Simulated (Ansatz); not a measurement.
## Notes on KRe

```yaml
crystal:
  lattice:
    - [0.00000, 5.07427, 0.00000]
    - [5.07427, 0.00000, 0.00000]
    - [2.53713, 2.53713, -6.39054]
  atoms:
    - { symbol: K, position: [0.50000, 0.50000, 0.00000] }
    - { symbol: K, position: [0.25000, 0.75000, 0.50000] }
    - { symbol: Re, position: [0.00000, 0.00000, 0.00000] }
    - { symbol: Re, position: [0.75000, 0.25000, 0.50000] }
```

The numbers come from plane-wave PAW DFT (Ansatz): r2SCAN, no spin polarisation, 500 eV, 6×6×6 Γ-centred k points, tetrahedron occupations. Nothing was relaxed.

Q: What happens at the Fermi level?

A: It is a metal on this mesh, though the bands barely overlap, with about 11 states/eV a cell as the mean within 0.25 eV of the Fermi level, mostly Re d (93 %).

Q: How is the charge shared?

A: Bader charges in e: K +0.73, Re -0.73. In the mean K gives up most and Re takes most.

Q: Is the cell too large or too small?

A: The pressure is -6.8 GPa (compression positive), so with the atoms held at these fractions the cell would first shrink. The principal stresses -11.7, -4.3, -4.3 GPa differ, so its shape would change too.

Q: Describe some of the short contacts.

A: K–Re at 3.59 Å: least valence density 0.07 e/Å³ and ELF 0.04 there. K–K at 4.08 Å: least valence density 0.01 e/Å³ and ELF 0.01 there, so no covalent bond. Re–Re at 4.08 Å: least valence density 0.08 e/Å³ and ELF 0.54 there. These are pseudo-fields; inside the PAW spheres they differ from the all-electron ones.

Origin: a known structure type with other elements, at an estimated volume, so it need not be a known compound. Caveats: empty levels are not fully converged; many states at the Fermi level without spin polarisation, so a magnetic state may lie lower; forces and stress under tetrahedra may miss the slope of the energy.
